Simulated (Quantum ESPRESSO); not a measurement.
# Computed records: ZnGa3P4 (made-up cell)

Calculation on a made-up crystal cell, not a measurement: periodic Kohn-Sham density functional theory in plane waves with PseudoDojo standard norm-conserving scalar-relativistic pseudopotentials, each functional with its own files (v0.5 for PBE, v0.4.1 for LDA and PBEsol), no spin polarisation, no spin-orbit coupling, atoms not relaxed, stress positive in tension, energies less a fixed whole-eV offset for each atom's element; levels are Kohn-Sham levels at fractions of this cell's reciprocal vectors, counted from the reference band (half the neutral cell's valence electrons, rounded up) at Gamma; error bars cover cutoff and k-mesh only, not smearing or the files; added strain carries the atoms with the cell, and shear is the tensor component; each bar is the largest change over components, and at least 0.002 eV, 0.002 eV per angstrom or 0.02 GPa; energies are for the whole cell, and the offsets were chosen from early runs and are not element reference energies. Program: Quantum ESPRESSO 7.5.

```cif
# cell vector a (Å): 5.4985 0.0000 0.0000
# cell vector b (Å): 0.0000 5.4985 0.0000
# cell vector c (Å): 0.0000 0.0000 5.4985
data_ZnGa3P4
_symmetry_space_group_name_H-M 'P 1'
_symmetry_Int_Tables_number 1
_cell_length_a 5.4985
_cell_length_b 5.4985
_cell_length_c 5.4985
_cell_angle_alpha 90.000
_cell_angle_beta 90.000
_cell_angle_gamma 90.000
_cell_volume 166.24
loop_
_atom_site_label
_atom_site_type_symbol
_atom_site_fract_x
_atom_site_fract_y
_atom_site_fract_z
_atom_site_occupancy
Ga1 Ga 0.98900 0.98720 0.02268 1
Ga2 Ga 0.03294 0.48959 0.49317 1
Ga3 Ga 0.53415 0.99180 0.51680 1
Zn1 Zn 0.51541 0.50621 0.97650 1
P1 P 0.24498 0.27166 0.26400 1
P2 P 0.22743 0.76063 0.73673 1
P3 P 0.78178 0.22697 0.73798 1
P4 P 0.78280 0.73660 0.23370 1
_calc_lattice_type 'zincblende/diamond'
_calc_functional 'pbe'
_calc_cutoff 1143  # eV
_calc_fermi_dirac_smearing 0.1  # eV
_calc_scf_tolerance 1e-07  # eV
_calc_electrons_removed 0
_calc_k_mesh '6 x 6 x 6, shifted by half a step'
_calc_free_energy_less_offsets -3.002  # eV
_calc_smearing_term_minus_ts -0.1093  # eV
_calc_scf_iterations 11
_calc_pressure 2.916  # GPa
_calc_stress_xx -2.704  # GPa
_calc_stress_yy -3.011  # GPa
_calc_stress_zz -3.034  # GPa
_calc_stress_yz -1.885  # GPa
_calc_stress_xz 2.039  # GPa
_calc_stress_xy -1.224  # GPa
_calc_fermi_level -0.6963  # eV
_calc_reference_band 40
_calc_error_bar_energy 0.003418  # eV
_calc_error_bar_stress 0.04068  # GPa
_calc_error_bar_force 0.005385  # eV/angstrom
_calc_error_bar_next_band_up 0.002  # eV
_calc_error_bar_fermi_level 0.004014  # eV
_calc_error_bars_from 'tighter rerun of a related cell'
```

Atoms:
```tsv
atoms element	atom site	atom energy offset (eV)
Ga	1	-2080
Ga	2	-2080
Ga	3	-2080
Zn	4	-5687
P	5	-189
P	6	-189
P	7	-189
P	8	-189
```

Forces:
```tsv
site	x (eV/Å)	y (eV/Å)	z (eV/Å)
1	1.913	1.889	-1.002
2	-2.127	1.252	1.415
3	-1.101	-0.5422	-1.227
4	-0.2101	-0.2432	0.0826
5	2.684	-2.593	-2.533
6	1.561	0.1926	0.7633
7	-0.3269	1.435	0.8367
8	-2.393	-1.39	1.665
```

Levels:
```tsv
level k point	next band up (eV)
Gamma	0.9341
(1/2,1/2,1/2)	1.046
(0.15,0,0)	1.275
(0,0.15,0)	1.27
(0,0,0.15)	1.278
```
